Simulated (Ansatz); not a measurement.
VSi$_{2}$ (CrSi2 type, space group P6_222)

```xyz
9
Lattice="4.5307 0.0000 0.0000 -2.2653 3.9237 0.0000 0.0000 0.0000 6.3246" Properties=species:S:1:pos:R:3 pbc="T T T"
V      2.2653     0.0000     0.0000
V      1.1327     1.9618     2.1082
V     -1.1327     1.9618     4.2164
Si     0.0000     1.2763     0.0000
Si     3.4254     0.6382     2.1082
Si     1.1600     3.2855     4.2164
Si     2.2653     2.6474     0.0000
Si    -1.1600     3.2855     2.1082
Si     1.1053     0.6382     4.2164
```

The slice is a (1 -1 0 0) plane (indices of the conventional cell) through the point (0.837, 0.675, 0.000) (fractional), spanned by u = [110] and v = [001] in vectors of this cell: u (4.53 Å) and v (6.32 Å, at 90° to u). It covers one period; positions are fractions (u, v).

These are r2SCAN (plane waves to 500 eV, PAW, scalar-relativistic; Ansatz, an electronic-structure program) values and carry that method's errors. k mesh 12×12×8. Inside the PAW spheres the values are not all-electron values, and peaks at nuclei hang on which shells count as valence. Relaxed VSi2 ends with no sizeable moment though spin was allowed. VSi2 was relaxed with its symmetry unable to fall. Other magnetic orders were not checked, so this need not be the ground state.

Question: Sketch the spin density, up minus down on this plane as a map.

Answer: 
| v \ u | 0.00 | 0.15 | 0.30 | 0.45 | 0.60 | 0.75 | 0.90 |
|---|---|---|---|---|---|---|---|
| 0.86 | 0.000 | 0.001 | 0.001 | -0.001 | -0.001 | 0.000 | 0.000 |
| 0.71 | -0.002 | -0.001 | 0.000 | 0.000 | 0.001 | 0.000 | -0.002 |
| 0.57 | 0.000 | 0.000 | 0.000 | 0.001 | 0.000 | 0.000 | 0.000 |
| 0.43 | 0.000 | 0.001 | 0.001 | -0.001 | -0.005 | -0.002 | -0.002 |
| 0.29 | -0.002 | 0.000 | 0.001 | 0.000 | -0.005 | -0.012 | -0.006 |
| 0.14 | 0.000 | 0.001 | 0.000 | 0.001 | 0.000 | 0.000 | -0.002 |
| 0.00 | 0.000 | 0.000 | -0.001 | -0.001 | -0.001 | 0.000 | 0.000 |

Values: spin density, up minus down in e/Å³.
